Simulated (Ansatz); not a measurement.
ZrMo:
```
ZrMo
1.0
    3.34108     0.00000     0.00000
    0.00000     3.34108     0.00000
    0.00000     0.00000     3.34108
Mo Zr
1 1
Direct
  0.00000   0.00000   0.00000
  0.50000   0.50000   0.50000
```

Relaxed with PBE. Special points in fractions of this cell's reciprocal vectors: Γ (0.000, 0.000, 0.000); X (0.000, 0.500, 0.000); M (0.500, 0.500, 0.000); R (0.500, 0.500, 0.500).

Problem. List the band energies nearest the Fermi level at these points for DFT-PBE in the program Ansatz with PAW potentials.

Solution. In eV from the Fermi level; about four levels below and three above (degenerate sets whole), none deeper than 8.9 eV; points with the same levels are listed once.

```json
[
 {"k": "Γ", "below": "-5.72 -3.49 -3.49", "above": "0.25 0.25 0.25"},
 {"k": "X", "below": "-2.43 -2.27 -1.51 -0.22", "above": "0.27 0.27 1.36"},
 {"k": "M", "below": "-3.61 -3.40 -1.55 -1.55", "above": "2.31 2.31 2.56"},
 {"k": "R", "below": "-1.17 -1.17 -1.17 -0.77 -0.77 -0.77", "above": "2.66 2.66 5.75 5.75"}
]
```

Space group Pm-3m (CsCl type). The start of the workflow was typed in or built on a structure type; neither database checked (COD, Materials Project) lists it. Whether it is the stable phase at ambient conditions was not checked. The cell was relaxed with PBE under the symmetry of its start; its stability against distortions is not shown here. No spin polarisation was allowed. Spin–orbit coupling is left out wherever it is not named.

Potentials: the earlier of the program's two PAW sets.
